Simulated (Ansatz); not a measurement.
Input and command of a plane-wave DFT calculation in Ansatz:

```yaml
crystal:
  lattice:
    - [3.682, 0.0, 0.0]
    - [0.0, 3.682, 0.0]
    - [0.0, 0.0, 3.682]
  atoms:
    - { symbol: "Y", position: [0.5, 0.5, 0.5] }
    - { symbol: Hg, position: [-0.0203693645, 0.0, 0.0] }
basis:
  ecutwfc: 500
kpoints:
  mp_grid: { grid: [14, 14, 14] }
hamiltonian:
  xc: r2scan
scf:
  occupations: { method: gaussian, width: 0.15 }
output:
  forces: true
  stress: true
  eigenvalues: true
  write_density: true
  write_potential: true
  elf: true
  volumetric_format: npy
```

```bash
ansatz run input.yaml --threads 1 --pin off --max-ram 2560MiB --backend cpu --events-out ev --progress --plain --runs-dir out
```

Processor: Arm Neoverse V1, 1 thread, on a host shared with other jobs.

**Question.** Estimate time, memory and problem size.

**Answer.** About 87 s on 1 thread of Arm Neoverse V1, with other jobs on the host, peak memory 0.67 GiB. It solves 20 bands at 288 k points (the mesh reduced by symmetry) with about 1309 plane waves, in 7 SCF iterations.
